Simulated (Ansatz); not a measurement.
## Data sheet: WO$_{3}$ (DFT)

WO$_{3}$:
```yaml
crystal:
  lattice:
    - [7.34658, 0.00000, 0.00000]
    - [-3.67329, 6.36232, 0.00000]
    - [0.00000, 0.00000, 3.77654]
  atoms:
    - { symbol: W, position: [0.50000, 0.50000, 0.00000] }
    - { symbol: W, position: [0.00000, 0.50000, 0.00000] }
    - { symbol: W, position: [0.50000, 0.00000, 0.00000] }
    - { symbol: O, position: [0.21475, 0.42950, 0.00000] }
    - { symbol: O, position: [0.78525, 0.57050, 0.00000] }
    - { symbol: O, position: [0.78525, 0.21475, 0.00000] }
    - { symbol: O, position: [0.21475, 0.78525, 0.00000] }
    - { symbol: O, position: [0.57050, 0.78525, 0.00000] }
    - { symbol: O, position: [0.42950, 0.21475, 0.00000] }
    - { symbol: O, position: [0.00000, 0.50000, 0.50000] }
    - { symbol: O, position: [0.50000, 0.00000, 0.50000] }
    - { symbol: O, position: [0.50000, 0.50000, 0.50000] }
```

Space group P6/mmm (No. 191); conventional cell a = b = 7.3466 Å, c = 3.7765 Å, α = β = 90.00°, γ = 120.00°.

Method: LDA (plane waves, PAW; program Ansatz). The cell and atoms are relaxed at this level. Other levels are named where they apply.

**Cell and energy**

```yaml
volume_per_atom: 14.71 Å³
density: 6.54 g/cm³
Formation energy from the elements (no fitted shifts): -2.22 eV/atom
```

**Electronic structure**

```yaml
band_gap: 0.59 eV (indirect)
valence_band_maximum: at A
conduction_band_minimum: at Γ
smallest_direct_gap_on_the_standard_path: 1.36 eV
electron_effective_mass: 0.15, 0.32, 0.32 mₑ (principal values)
```

**Mechanics**

```yaml
Bulk modulus (Birch–Murnaghan fit): 1920 kbar
Pressure derivative B′: 3.1
Elastic constants (relaxed ions, GPa): C11 = 405, C12 = 96.0, C13 = 34.1, C33 = 627, C44 = 60.8
mechanical_stability: stable (all eigenvalues of C positive)
hill_bulk_and_shear_moduli: 194 and 120 GPa
Young's modulus: 299 GPa
Poisson's ratio: 0.24
debye_temperature_from_the_elastic_constants: 578 K
```

**Dielectric response**

```yaml
Electronic dielectric constant ε∞ (DFPT): 7.32 (xx = yy), 8.43 (zz)
Born charges (a third of the trace): W +12.14, O -4.31 to -3.91 e
```

**Phonons**

```yaml
Highest zone-centre frequency (without LO–TO term): 123.1 meV
zone_centre_stability: unstable, softest mode 271i cm⁻¹
dynamical_stability_on_the_path: unstable, down to 279i cm⁻¹
```

The workflow started from a Materials Project entry (that database holds measured and hypothetical structures alike); the Crystallography Open Database files this formula in space group No. 191, but the cells were not matched. Whether it is the stable phase at ambient conditions was not checked. The cell was relaxed with LDA under the symmetry of its start. The run is not spin-polarised. No Hubbard U is applied. The references are the lowest solids computed at this level, not always the standard phases (solids in place of the gases). Scalar-relativistic: spin–orbit coupling is off unless named, which matters more the heavier the elements.

Potentials: the later of the program's two PAW sets.
